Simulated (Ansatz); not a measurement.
**From the elastic tensor of Al₂Ru at 5 GPa (stress–strain coefficients) to moduli and sound speeds**

These are results of DFT LDA, scalar-relativistic, plane waves, PAW in Ansatz, not measurements. Plane waves to 420 eV; Γ-centred k mesh 20×20×20; Fermi-Dirac smearing of 0.15 eV. No spin polarisation.

It takes space group I4/mmm (No. 139, tetragonal). The conventional cell has a = 3.077 Å, b = 3.077 Å, c = 8.267 Å, α = 90.00°, β = 90.00°, γ = 90.00°. Around Al (site symmetry 4mm) lie 5 Ru at 2.54 to 2.82 Å and 5 Al at 2.64 Å. Ru (site symmetry 4/mmm) is surrounded by 10 Al at 2.54 to 2.82 Å.

In a metal, frequencies and elastic constants depend on the k mesh and the smearing, soft modes and shear constants most. Other phases may be more stable at this pressure.

Relaxed-ion constants (GPa, on the Cartesian axes of the calculation):
```
337.6 151.1 139.8   0.0   0.0   0.0
151.1 337.6 139.8   0.0   0.0   0.0
139.8 139.8 334.5   0.0   0.0   0.0
  0.0   0.0   0.0 185.8   0.0   0.0
  0.0   0.0   0.0   0.0 185.8   0.0
  0.0   0.0   0.0   0.0   0.0 148.1
```

Density 6.580 g/cm³; 3 atoms in 39.13 Å³.

The values that follow are for a polycrystal of randomly turned grains, by Hill's mean where one number stands.

```json
{
 "Bulk modulus, Voigt / Reuss / Hill": "207.9 / 207.8 / 207.9 GPa",
 "Shear modulus, Voigt / Reuss / Hill": "142.5 / 130.7 / 136.6 GPa",
 "Young's modulus": "336 GPa",
 "Poisson ratio": "0.230",
 "Pugh ratio B/G": "1.52",
 "Universal anisotropy index": "0.46",
 "Longitudinal and transverse sound speeds": "7699 and 4556 m/s",
 "Debye temperature from the mean sound speed": "638 K"
}
```

Whether Al2Ru exists in this form wasn't checked.

Cost: 1 run of about 7 core-minutes, on AMD EPYC 9R45 (Zen 5) (shared hosts).